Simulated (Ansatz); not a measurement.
AlOs (CsCl type, Pm-3m) at seven volumes, LDA in the plane-wave PAW code Ansatz, scaled uniformly. One row is withheld.

```json
[
 {"V (Å³/atom)": "11.953", "P (GPa)": "30.53"},
 {"V (Å³/atom)": "12.347", "P (GPa)": "18.66"},
 {"V (Å³/atom)": "12.741", "P (GPa)": "8.57"},
 {"V (Å³/atom)": "13.135", "P (GPa)": "0.00"},
 {"V (Å³/atom)": "13.529", "P (GPa)": "-7.29"},
 {"V (Å³/atom)": "13.923", "P (GPa)": "-13.48"},
 {"V (Å³/atom)": "14.317", "P (GPa)": "?"}
]
```

Fit the shown pressures and predict the withheld one.

P = (3/2)B₀(x^(7/2) − x^(5/2))[1 + (3/4)(B′ − 4)(x − 1)] with x = (V₀/V)^(2/3). Least squares on the six rows gives V₀ = 13.135 Å³/atom, B₀ = 263 GPa, B′ = 4.39. At V = 14.317, x = 0.9442 and P = -18.77 GPa. The run itself gave -18.74 GPa.

The first step of the workflow began from a Materials Project structure, measured or hypothetical; the Crystallography Open Database copy checked does not list it. With Al and Os taken as one species the cell has the higher symmetry Im-3m, so it may be an ordered model of a mixed-site phase. Whether it is the stable phase at ambient conditions was not checked. The cell was relaxed with LDA under the symmetry of its start; of distortions, only those at the zone centre were tested. The run is not spin-polarised. Spin–orbit coupling is left out wherever it is not named.

Potentials: the later of the program's two PAW sets.
